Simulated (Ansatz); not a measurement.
**OsCl3: reading a single point**

```
CELL_PARAMETERS angstrom
-3.51396 4.95999 0.00000
3.51396 0.00000 10.52671
3.51396 4.95999 0.00000
ATOMIC_POSITIONS crystal
Cl 0.27840 0.07460 0.44760
Cl 0.79620 0.07460 0.97780
Cl 0.97780 0.42540 0.79620
Cl 0.44760 0.42540 0.27840
Cl 0.72160 0.92540 0.55240
Cl 0.20380 0.92540 0.02220
Cl 0.02220 0.57460 0.20380
Cl 0.55240 0.57460 0.72160
Os 0.04164 0.08328 0.20836
Os 0.20836 0.41672 0.04164
Os 0.95836 0.91672 0.79164
Os 0.79164 0.58328 0.95836
Cl 0.34450 0.25000 0.90550
Cl 0.90550 0.25000 0.34450
Cl 0.65550 0.75000 0.09450
Cl 0.09450 0.75000 0.65550
```

Method: r2SCAN, no spin polarisation; PAW, plane waves to 500 eV, 5×5×5 Γ-centred mesh, fermi-dirac occupations (width 0.1092 eV) (Ansatz 0.2.0), atoms fixed.

Task: What does the stress say?

Result: The pressure is -1.1 GPa (compression positive), so with the atoms held at these fractions the cell would first shrink.

Task: Is there a gap?

Result: It is a metal on this mesh, though the bands barely overlap, with about 20 states/eV a cell as the mean within 0.25 eV of the Fermi level, mostly Os d (72 %) and Cl p (26 %).

Task: Describe some of the short contacts.

Result: Os–Cl at 2.34 Å: least valence density 0.62 e/Å³ and ELF 0.23 there. Both are smooth PAW fields, read partly inside the augmentation spheres.

Task: Give the Bader charges.

Result: Bader charges in e: Os +1.23, Cl -0.43 to -0.38. In the mean Os gives up most and Cl takes most.

Task: Which atom feels the largest force, and which way?

Result: The largest is on Os9 (and as large on other atoms): 0.59 eV/Å, components (0.00, 0.00, -0.59). It makes 139° with the line to a nearest neighbour, Cl13 at 2.34 Å, pointing away from it.

Task: Is it stable against the elements?

Result: -0.46 eV an atom against the elements' usual phases (free molecules for gases, crystals otherwise, with no correction for O₂ or N₂), so it is bound against them; other compounds may still compete. Relaxing would lower it.

Origin: a known structure type with other elements, at an estimated volume, so it need not be a known compound. Caveats: many states at the Fermi level without spin polarisation, so a magnetic state may lie lower; the Fermi level lies in a narrow band between gaps, which spin or distortion may split; correlation that this level lacks may open a gap in such a compound.
